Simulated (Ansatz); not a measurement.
## Y: energy along a strain

Y, P6_3/mmc, a = 3.651 Å, c = 5.747 Å (as given, not relaxed at this level: -2.3 GPa). Ansatz: PBEsol, PAW, 420 eV, Γ-centred 18×18×8 mesh on 2 atoms, Gaussian smearing 0.15 eV; no spin polarisation. Cell vectors (Å): 3.651 0.000 0.000; -1.826 3.162 0.000; 0.000 0.000 5.747. The cell is strained by x per cent times the pattern (0 0 0 0 0 1) in the order xx yy zz yz xz xy (engineering shears), with fractional coordinates held. y is the free energy over the start, V0 = 33.183 Å³/atom. Symmetry makes y even in x.

```tsv
x (%)	y (meV/atom)
-4.00	?
-2.00	1.13
0.00	0.00
0.50	0.07
1.00	0.28
1.50	0.63
2.50	1.76
3.00	2.53
3.50	3.44
```

**Question.** Fit y = c2 x² + c4 x⁴ to the other rows, get the stiffness along the pattern, and predict the missing energy.

**Answer.** Least squares on the rows shown. y = 0.2821 x² − 0.0001068 x⁴. The clamped-ion stiffness p·C·p = 2 × 2.821 eV × 160.2 / 33.183 Å³ = 27 GPa, which is C66 in these axes (second derivative at the start, which stands under stress). At x = -4.00 the fit asked for gives 4.49 meV/atom. The run gave 4.49 meV/atom, the same to the digits shown.